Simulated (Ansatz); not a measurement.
## Electric field gradients in ZnSe₂

Theory: Ansatz, DFT LDA, scalar-relativistic, plane waves, PAW. Settings: 420 eV plane-wave cutoff, Γ-centred 6×6×6 mesh, fixed occupations. No spin polarisation.

Relaxed structure:
```
CELL_PARAMETERS angstrom
6.17263 0.00000 0.00000
0.00000 6.17263 0.00000
0.00000 0.00000 6.17263
ATOMIC_POSITIONS crystal
Zn 0.50000 0.50000 0.00000
Zn 0.50000 0.00000 0.50000
Zn 0.00000 0.50000 0.50000
Zn 0.00000 0.00000 0.00000
Se 0.11063 0.88937 0.38937
Se 0.88937 0.38937 0.11063
Se 0.38937 0.11063 0.88937
Se 0.61063 0.61063 0.61063
Se 0.88937 0.11063 0.61063
Se 0.11063 0.61063 0.88937
Se 0.61063 0.88937 0.11063
Se 0.38937 0.38937 0.38937
```

Question: Give V_zz (10²¹ V/m²) and the asymmetry η at each distinct site.

Answer:
```json
{"atom": "Zn (atom 1)", "V_zz": "0.625", "η": "0.00"}
{"atom": "Se (atom 5)", "V_zz": "45.05", "η": "0.00"}
```

Whether ZnSe2 exists in this form wasn't checked.

Cost: 1 run of about 0.89 core-minutes, on AMD EPYC (Zen 3) (shared hosts).